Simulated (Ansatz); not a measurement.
Ansatz 0.2.0, settings compared: Sr$_{2}$FeCl

The command:

```bash
ansatz run input.yaml --threads 1 --pin off --max-ram 2560MiB --backend cpu --events-out ev --progress --plain --runs-dir out
```

input.yaml:

```yaml
crystal:
  lattice:
    - [1.956772, 3.389222, 0.0]
    - [-1.956772, 3.389222, 0.0]
    - [0.0, -2.259482, 7.010584]
  atoms:
    - { symbol: Fe, position: [0.5, 0.5, 0.5] }
    - { symbol: Cl, position: [0.0, 0.0, 0.0] }
    - { symbol: Sr, position: [0.2308, 0.2308, 0.6924] }
    - { symbol: Sr, position: [0.7692, 0.7692, 0.3076] }
  symmetry: { tolerance: 0.0003 }
kpoints:
  mp_grid: { grid: [5, 5, 5], shift: [0, 0, 0] }
magnetization:
  spin_polarized: false
scf:
  occupations: { method: fermi_dirac }
hamiltonian:
  pseudopotentials: { kind: paw }
  xc: pbe
basis:
  ecutwfc: 420
output:
  forces: true
  stress: true
  eigenvalues: true
relax:
  max_steps: 40
  cell: {}
```

Origin of the cell: a known structure type with other elements, at an estimated volume, so it need not be a known compound.

The smearing width isn't typed, so it takes its default of 0.1 eV.

Output of this run (shortened):

```
SCF iter   1: F=—  HF=-12647.707915 eV  Δρ=7.48e-3  dr2=1.96e-2
SCF iter   2: F=—  HF=-12647.709925 eV  Δρ=4.01e-3  dr2=6.93e-3
SCF iter   3: F=—  HF=-12647.709640 eV  Δρ=1.15e-3  dr2=1.48e-3
SCF iter   4: F=—  HF=-12647.709533 eV  Δρ=4.28e-4  dr2=4.28e-4
SCF iter   5: F=—  HF=-12647.709484 eV  Δρ=3.86e-4  dr2=1.66e-4
SCF iter   6: F=—  HF=-12647.709476 eV  Δρ=2.04e-4  dr2=8.12e-5
SCF iter   7: F=—  HF=-12647.709465 eV  Δρ=8.65e-5  dr2=1.83e-5
SCF iter   8: F=—  HF=-12647.709463 eV  Δρ=4.79e-5  dr2=2.47e-6
SCF iter   9: F=—  HF=-12647.709463 eV  Δρ=7.83e-6  dr2=1.02e-7
SCF iter  10: F=-12647.709463 eV  HF=-12647.709463 eV  Δρ=2.52e-6  dr2=7.58e-9
relax step   1: F+E_penalty+E_count = -12647.709463 eV  Δ(F+E_penalty+E_count) = +0.000e0 eV  max|allowed force component| = 2.991e0 eV/Å  Δτ_max = 0.0000 Å  P = +14.052 GPa  Ω = 92.987 Å³  ( […]
relax step   2: F+E_penalty+E_count = -12648.964458 eV  Δ(F+E_penalty+E_count) = -1.255e0 eV  max|allowed force component| = 9.020e-1 eV/Å  Δτ_max = 0.1974 Å  P = +6.546 GPa  Ω = 100.517 Å³ […]
relax step   3: F+E_penalty+E_count = -12649.284168 eV  Δ(F+E_penalty+E_count) = -3.197e-1 eV  max|allowed force component| = 1.413e-1 eV/Å  Δτ_max = 0.0763 Å  P = +2.739 GPa  Ω = 107.048 Å³ […]
relax step   4: F+E_penalty+E_count = -12649.373670 eV  Δ(F+E_penalty+E_count) = -8.950e-2 eV  max|allowed force component| = 1.519e-2 eV/Å  Δτ_max = 0.0110 Å  P = +0.451 GPa  Ω = 112.546 Å³ […]
relax step   5: F+E_penalty+E_count = -12649.380847 eV  Δ(F+E_penalty+E_count) = -7.176e-3 eV  max|allowed force component| = 2.163e-2 eV/Å  Δτ_max = 0.0003 Å  P = -0.099 GPa  Ω = 113.644 Å³ […]
relax step   6: F+E_penalty+E_count = -12649.381140 eV  Δ(F+E_penalty+E_count) = -2.929e-4 eV  max|allowed force component| = 6.844e-3 eV/Å  Δτ_max = 0.0016 Å  P = -0.054 GPa  Ω = 113.408 Å³ […]
relax step   7: F+E_penalty+E_count = -12649.381204 eV  Δ(F+E_penalty+E_count) = -6.476e-5 eV  max|allowed force component| = 9.179e-4 eV/Å  Δτ_max = 0.0007 Å  P = +0.000 GPa  Ω = 113.200 Å³ […]
relax step   8: F+E_penalty+E_count = -12649.405541 eV  Δ(F+E_penalty+E_count) = -2.434e-2 eV  max|allowed force component| = 2.243e-3 eV/Å  Δτ_max = 0.0000 Å  P = +0.395 GPa  Ω = 113.200 Å³  stress off target by 8.72e-1 GPa […]
relax step   9: F+E_penalty+E_count = -12649.410241 eV  Δ(F+E_penalty+E_count) = -4.700e-3 eV  max|allowed force component| = 9.578e-3 eV/Å  Δτ_max = 0.0004 Å  P = +0.104 GPa  Ω = 113.855 Å³ […]
relax step  10: F+E_penalty+E_count = -12649.410535 eV  Δ(F+E_penalty+E_count) = -2.938e-4 eV  max|allowed force component| = 4.894e-3 eV/Å  Δτ_max = 0.0028 Å  P = -0.018 GPa  Ω = 114.251 Å³ […]
relax step  11: F+E_penalty+E_count = -12649.410615 eV  Δ(F+E_penalty+E_count) = -8.010e-5 eV  max|allowed force component| = 4.926e-3 eV/Å  Δτ_max = 0.0000 Å  P = -0.017 GPa  Ω = 114.251 Å³  stress off target by 2.32e-2 GPa […]
SCF 11 converged in 9 iterations: F = -12649.410615 eV  dr2 = 3.75e-11
basis re-selected at this cell: Δ(F+E_penalty+E_count) = -8.010e-5 eV, ΔP = +0.000 GPa vs the last step (what re-selecting the basis moved, of the pressure what is left beyond the Pulay corre […]
SCF converged after 9 iterations
Free energy (F): -12649.410615 eV
Harris-Foulkes:  -12649.410615 eV  (|F-HF|=3.09e-11)
Internal energy: -12649.186980 eV  (E = F + TS)
E sigma→0 (E₀):  -12649.298797 eV
Entropy (-TS):   -0.223635 eV (-55.909 meV/atom)
Fermi energy:    8.067262 eV
--- Per-component energies (eV) ---
  E_band       = -563.091697
  E_kinetic    = 1005.232723
  E_local      = -5280.400438  (includes V_loc(G=0)·N_el)
  E_nonlocal   = 657.561269
  E_hartree    = 2017.843415
  E_xc         = -569.228573
  E_vxc        = -594.606490  (∫ρ·V_xc dr)
  E_paw        = -7419.964417  (= ΣΔE_a)
  E_vpaw       = -386.566933  (= ΣTr[D̂ρ^β])
  E_aug_tail   = 0.000940  (compensation charges beyond the density's cutoff)
  E_ewald      = -3060.231900
  E_smearing   = -0.223635  (= −TS)
  Σ components = -12649.410615   (vs F -12649.410615, Δ=0.00e0)
--- Forces (eV/Å), atoms counted from 1 ---
  atom   1  Fe     0.000000    -0.000000     0.000000
  atom   2  Cl    -0.000000     0.000000     0.000000
  atom   3  Sr     0.000000    -0.000000     0.004926
  atom   4  Sr    -0.000000     0.000000    -0.004926
  max |Σ_I F_I| component: 4.63e-18 eV/Å
--- Stress (GPa, compression-positive) ---
       -0.014256      -0.000000       0.000000
       -0.000000      -0.014256       0.000000
        0.000000       0.000000      -0.023158
  P = ⅓ Tr σ = -0.0172 GPa (-0.172 kbar)
--- Relaxed structure (9 steps of the walk, 9 accepted, 2 SCFs on fresh bases) ---
  F+E_penalty+E_count = -12649.410615 eV   max|allowed force component| = 4.926e-3 eV/Å   (the final SCF, on the basis selected at the relaxed cell)
  cell:  # Å, volume = 114.2515 Å³
    - [2.002231, 3.467965, 1.648e-7]
    - [-2.002231, 3.467965, 1.648e-7]
    - [0.0, -2.311977, 8.227028]
  atoms:
    - { symbol: Fe, position: [0.5, 0.5, 0.500000] }
    - { symbol: Cl, position: [0.0, 0.0, 0.0] }
    - { symbol: Sr, position: [0.244106, 0.244106, 0.732317] }
    - { symbol: Sr, position: [0.755894, 0.755894, 0.267683] }
```

The same input was run again with these changes:

1. `basis.ecutrho_ratio` default → 6
2. `kpoints.mp_grid.grid` [5, 5, 5] → [3, 3, 3]; `scf.mixing.algorithm` default → anderson; `scf.mixing.beta` default → 0.7
3. `scf.lower_state_search` default → standard; `magnetization` { spin_polarized: false } → { spin_polarized: true } (starts: random); typed moments: Fe1 -4, Cl2 1, Sr3 -4, Sr4 2
4. `kpoints.mp_grid.grid` [5, 5, 5] → [8, 8, 8]; `scf.mixing.algorithm` default → msr1; `scf.mixing.beta` default → 0.05; `scf.mixing.ndim` default → 8

```json
{"run": "base", "end": "converged", "SCF iterations": "107", "volume (Å³/atom)": "28.56", "max force component (eV/Å)": "0.005", "moment (μB)": "–", "ΔE(σ→0) (meV/atom)": "0"}
{"run": "1", "end": "converged", "SCF iterations": "108", "volume (Å³/atom)": "28.56", "max force component (eV/Å)": "0.005", "moment (μB)": "–", "ΔE(σ→0) (meV/atom)": "0.01"}
{"run": "2", "end": "converged", "SCF iterations": "104", "volume (Å³/atom)": "28.66", "max force component (eV/Å)": "0.005", "moment (μB)": "–", "ΔE(σ→0) (meV/atom)": "4.30"}
{"run": "3", "end": "converged", "SCF iterations": "207", "volume (Å³/atom)": "30.59", "max force component (eV/Å)": "0.000", "moment (μB)": "2.14", "ΔE(σ→0) (meV/atom)": "-178.70"}
{"run": "4", "end": "converged", "SCF iterations": "135", "volume (Å³/atom)": "28.55", "max force component (eV/Å)": "0.006", "moment (μB)": "–", "ΔE(σ→0) (meV/atom)": "-0.93"}
```

Energies are compared only where functional, datasets, charge and starting cell are the same.

Run 3 relaxed to another structure than the base run, so its differences aren't those of the setting alone.

Caveats of the base run: no dispersion correction, so spacings can come out too large where layers or molecules are weakly bound; no spin polarisation, so a magnetic state may lie lower; the k mesh is coarse if the cell is a metal; the relaxation held the start's symmetry, so the end may be a saddle point.

Run 3: one start, so the magnetic state may not be the lowest; the end state was compared with a single point and may differ.

Time of the base run: 21 s on 1 thread of Intel(R) Xeon(R) 6975P-C (Granite Rapids) (shared host), peak memory 0.42 GiB, from the program's own first density.
